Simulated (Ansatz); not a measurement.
**Diamond alloy of Ge and Sn (8 of 64 Ge sites exchanged), 64 atoms**

Ansatz, PAW, plane waves. PBEsol relaxation of volume and atoms (shape held) at the single k point (¼, ¼, ¼) without its symmetry partners; single points on the relaxed atoms at the single k point (¼, ¼, ¼) without its symmetry partners, onto which points of the small cell's zone fold. Arrangement: random. No spin–orbit coupling unless named.

Relaxed structure:

```cif
data_structure
_symmetry_space_group_name_H-M 'P 1'
_symmetry_Int_Tables_number 1
_cell_length_a 11.5687
_cell_length_b 11.5687
_cell_length_c 11.5687
_cell_angle_alpha 90.000
_cell_angle_beta 90.000
_cell_angle_gamma 90.000
_cell_volume 1548.28
loop_
_atom_site_label
_atom_site_type_symbol
_atom_site_fract_x
_atom_site_fract_y
_atom_site_fract_z
_atom_site_occupancy
Ge1 Ge 0.99088 0.00734 0.99239 1
Ge2 Ge 0.00034 0.00136 0.49931 1
Ge3 Ge 0.00470 0.49230 0.00680 1
Ge4 Ge 0.99447 0.50541 0.50701 1
Ge5 Ge 0.50177 0.00608 0.00322 1
Ge6 Ge 0.49483 0.99381 0.49186 1
Ge7 Ge 0.50372 0.49579 0.00101 1
Ge8 Ge 0.49922 0.49840 0.49748 1
Ge9 Ge 0.12607 0.12779 0.62433 1
Ge10 Ge 0.12327 0.61666 0.13494 1
Ge11 Ge 0.12684 0.62467 0.62233 1
Ge12 Ge 0.62493 0.12943 0.12736 1
Ge13 Ge 0.62047 0.62353 0.12679 1
Ge14 Ge 0.63015 0.61886 0.61629 1
Ge15 Ge 0.25655 0.25605 0.99559 1
Ge16 Ge 0.25674 0.24497 0.50455 1
Ge17 Ge 0.24944 0.74796 0.49928 1
Ge18 Ge 0.74782 0.25129 0.99929 1
Ge19 Ge 0.75471 0.25648 0.49556 1
Ge20 Ge 0.73777 0.74802 0.00292 1
Ge21 Ge 0.75000 0.75093 0.49734 1
Ge22 Ge 0.37957 0.37583 0.12430 1
Ge23 Ge 0.37478 0.37643 0.62601 1
Ge24 Ge 0.38592 0.88055 0.13398 1
Ge25 Ge 0.36930 0.87931 0.61718 1
Ge26 Ge 0.87046 0.37458 0.12508 1
Ge27 Ge 0.87567 0.37459 0.62565 1
Ge28 Ge 0.87481 0.87484 0.62088 1
Ge29 Ge 0.25534 0.99497 0.25763 1
Ge30 Ge 0.25666 0.01013 0.74231 1
Ge31 Ge 0.25849 0.50124 0.24842 1
Ge32 Ge 0.24673 0.49821 0.74743 1
Ge33 Ge 0.74251 0.00625 0.25840 1
Ge34 Ge 0.75730 0.99541 0.75573 1
Ge35 Ge 0.74868 0.50200 0.24893 1
Ge36 Ge 0.74341 0.48989 0.74306 1
Ge37 Ge 0.37713 0.12482 0.37479 1
Ge38 Ge 0.37739 0.12852 0.87552 1
Ge39 Ge 0.37718 0.62661 0.37556 1
Ge40 Ge 0.37680 0.61057 0.87502 1
Ge41 Ge 0.87266 0.12589 0.37748 1
Ge42 Ge 0.87238 0.13177 0.87240 1
Ge43 Ge 0.87385 0.62546 0.37787 1
Ge44 Ge 0.98699 0.24857 0.24949 1
Ge45 Ge 0.00062 0.25139 0.74905 1
Ge46 Ge 0.00499 0.74320 0.25865 1
Ge47 Ge 0.99860 0.74756 0.73501 1
Ge48 Ge 0.49966 0.25095 0.25011 1
Ge49 Ge 0.49585 0.25645 0.75551 1
Ge50 Ge 0.50333 0.74933 0.25304 1
Ge51 Ge 0.12654 0.37444 0.87427 1
Ge52 Ge 0.12645 0.87281 0.37850 1
Ge53 Ge 0.62522 0.37662 0.37271 1
Ge54 Ge 0.62444 0.37389 0.87586 1
Ge55 Ge 0.62408 0.87326 0.37576 1
Ge56 Ge 0.62806 0.88208 0.88289 1
Sn1 Sn 0.12655 0.12496 0.12482 1
Sn2 Sn 0.62446 0.12409 0.62502 1
Sn3 Sn 0.25480 0.74572 0.00755 1
Sn4 Sn 0.87269 0.87454 0.12967 1
Sn5 Sn 0.87262 0.62117 0.87335 1
Sn6 Sn 0.50156 0.75023 0.74815 1
Sn7 Sn 0.12425 0.37456 0.37720 1
Sn8 Sn 0.12187 0.88063 0.86468 1
```

What are the mean bond lengths by pair (pairs within 1.2 times the sum of covalent radii, less contacts 15 % beyond the pair's median; cation–cation pairs of compounds aside; long ionic contacts are cut short by that bound)?

Ge–Ge 2.472 ± 0.019 Å (standard deviation, 97 bonds); Ge–Sn 2.608 ± 0.015 Å (standard deviation, 30 bonds); Sn–Sn 2.745 ± 0.000 Å (standard deviation, 1 bonds).

What gap lies between the top filled and the lowest empty level in the single points?

r²SCAN 0.71 eV (12 s on NVIDIA H100). Away from Γ this isn't the crystal's band gap.
